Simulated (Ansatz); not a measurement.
Relaxed candidate structures of ScF3:

**A**
```
ScF3
1.0
    3.43837    -2.39101     0.00000
    3.43837     2.39101     0.00000
   -0.92006     0.00000     5.87362
F Sc
6 2
Cartesian
  2.75497   0.06146   4.40868
  3.20171   0.06146   1.46494
  0.26913   0.26858   5.58234
  5.68755   0.26858   0.29128
  0.73344  -0.15081   2.65883
  5.22324  -0.15081   3.21479
  4.91263  -1.13680   1.46536
  1.04405  -1.13680   4.40826
```

**B**
```
ScF3
1.0
    5.12797     0.00000     0.00000
   -2.56399     4.44095     0.00000
    0.00000     0.00000     4.83077
F Sc
6 2
Cartesian
  1.91386   0.00000   0.00000
  0.95693   1.65745   2.41539
 -0.95693   1.65745   0.00000
  3.21411   0.00000   2.41539
  1.60705   2.78350   0.00000
 -1.60706   2.78350   2.41539
 -0.00001   2.96063   1.20769
  2.56399   1.48032   3.62308
```

**C**
```cif
data_F6Sc2
_chemical_formula_sum 'F6 Sc2'
_space_group_name_H-M_alt 'P 1'
_space_group_IT_number 1
_cell_length_a 3.73808
_cell_length_b 3.73808
_cell_length_c 6.47010
_cell_angle_alpha 90.000
_cell_angle_beta 90.000
_cell_angle_gamma 120.000
loop_
_space_group_symop_operation_xyz
  'x, y, z'
loop_
_atom_site_label
_atom_site_type_symbol
_atom_site_fract_x
_atom_site_fract_y
_atom_site_fract_z
_atom_site_occupancy
F1 F 0.00000 0.00000 0.75000 1
F2 F 0.00000 0.00000 0.25000 1
F3 F 0.33333 0.66667 0.42822 1
F4 F 0.66667 0.33333 0.92822 1
F5 F 0.66667 0.33333 0.57178 1
F6 F 0.33333 0.66667 0.07178 1
Sc1 Sc 0.33333 0.66667 0.75000 1
Sc2 Sc 0.66667 0.33333 0.25000 1
```

**D**
```xyz
8
Lattice="2.3668 -3.5100 0.0000 2.3668 3.5100 0.0000 0.0000 0.0000 6.0302" Properties=species:S:1:pos:R:3 pbc="T T T"
F      2.3668     0.0000     0.0000
F      2.3668     0.0000     3.0151
F      2.3668    -2.3054     4.5227
F      2.3668     2.3054     4.5227
F      2.3668    -2.3054     1.5076
F      2.3668     2.3054     1.5076
Sc     1.1834     1.7550     3.0151
Sc     1.1834    -1.7550     0.0000
```

**E**
```xyz
4
Lattice="3.8038 0.0000 0.0000 -1.9019 3.2942 0.0000 0.0000 0.0000 4.0035" Properties=species:S:1:pos:R:3 pbc="T T T"
F      0.0000     0.0000     2.0017
F      0.0000     2.1961     0.0000
F      1.9019     1.0981     0.0000
Sc     0.0000     0.0000     0.0000
```

**F**
```
CELL_PARAMETERS angstrom
      4.02060     0.00000     0.00000
      0.00000     4.02060     0.00000
      0.00000     0.00000     4.02060
ATOMIC_POSITIONS crystal
  Sc 0.00000 0.00000 0.00000
  F  0.00000 0.00000 0.50000
  F  0.50000 0.00000 0.00000
  F  0.00000 0.50000 0.00000
```

### Question
Rank these by energy per atom (lowest first), as PBEsol (plane waves to 420 eV, PAW, scalar-relativistic; Ansatz, a program for electronic structure) gives it.

### Answer
F (reference, the lowest among the structures calculated here), B (+28 meV/atom), A (+110 meV/atom), D (+119 meV/atom), E (+156 meV/atom), C (+257 meV/atom)

### Question
Give each candidate's band gap.

### Answer
No candidate is metallic. A: 5.44 eV (no spin-orbit coupling); B: 6.53 eV (no spin-orbit coupling); C: 4.84 eV (no spin-orbit coupling); D: 5.49 eV (no spin-orbit coupling); E: 5.04 eV (no spin-orbit coupling); F: 6.26 eV (no spin-orbit coupling).

Probably no minimum, since a slightly shaken restart fell lower: P6/mmm, hP4, AFLOW prototype A3B_hP4_191_bc_a (as in Li3N) (by 0.04 eV/atom, to P-3m1).  7 generated cells of layers, chains or molecules, poorly bound without dispersion, are left out. Each run could gain symmetry but not lose that of its start, so entries can be saddle points. From databases, or of a type measured for this composition: Pm-3m, cP4, ReO3 type; the others are generated cells (placed on structure types, drawn at random, substituted or restacked) that were not matched to a known phase here. Static energies at zero pressure. Each cell has its own k-point mesh; energy differences are given only to the digits this allows. No spin polarisation in the result.
